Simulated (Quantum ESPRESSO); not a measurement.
```
CELL_PARAMETERS angstrom
      3.64694     0.00000     0.00000
     -1.82347     3.15834     0.00000
      0.00000     0.00000    15.90000
ATOMIC_POSITIONS crystal
  S  0.33333 0.66667 0.09266
  S  0.66667 0.33333 0.90734
  Sn 0.00000 0.00000 0.00000
```

The layer was cut from Materials Project entry mp-1170 and relaxed with PBEsol in a cell 15.9 Å high, with the Coulomb interaction truncated along z.

### Question
What does norm-conserving PBE (stringent potentials; Quantum ESPRESSO, 102 Ry, without SOC) give for the electronic structure near the Fermi level?

### Answer
The PBE gap is indirect, 1.62 eV, from 33 % of the way from Γ to M to M; the smallest direct gap is 1.88 eV. The valence-band maximum lies 6.76 eV below the vacuum level. Spin-orbit splittings are left out.
